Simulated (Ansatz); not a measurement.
**NbRh: energy along a strain**

NbRh, P4/mmm, a = 2.842 Å, c = 3.809 Å (as given, not relaxed at this level: -0.7 GPa). The structure is a COD entry; whether it is the stable form wasn't checked. Ansatz: PBEsol, PAW, 420 eV, Γ-centred 16×16×12 mesh on 2 atoms, Gaussian smearing 0.15 eV; no spin polarisation. Cell vectors (Å): 2.842 0.000 0.000; 0.000 2.842 0.000; 0.000 0.000 3.809. The cell is strained by x per cent times the pattern (1 -1 0 0 0 0) in the order xx yy zz yz xz xy (engineering shears), with fractional coordinates held. y is the free energy over the start, V0 = 15.383 Å³/atom. Symmetry makes y even in x. Points with a strain past 8.5 % were computed too (2) and aren't used here.

```tsv
x (%)	y (meV/atom)
-5.00	59.40
0.00	0.00
1.25	3.44
2.50	14.18
3.75	32.77
6.25	?
7.50	136.91
```

Q: Fit y = c2 x² + c4 x⁴ to the other rows, get the stiffness along the pattern, and predict the missing energy.

A: Least squares on the rows shown. y = 2.3097 x² + 0.0022218 x⁴. The clamped-ion stiffness p·C·p = 2 × 23.10 eV × 160.2 / 15.383 Å³ = 481 GPa (second derivative at the start, which stands under stress). At x = 6.25 the fit asked for gives 93.61 meV/atom. The run gave 94.06 meV/atom, so the fit is 0.45 meV/atom too low, 0.33 % of the span of the series, against an rms of 0.22 meV/atom on the fitted rows. With a term in x⁶ added, a fit to the same known rows predicts 94.51 meV/atom, which misses by about as much or more on the other side: the known rows don't fix the higher terms.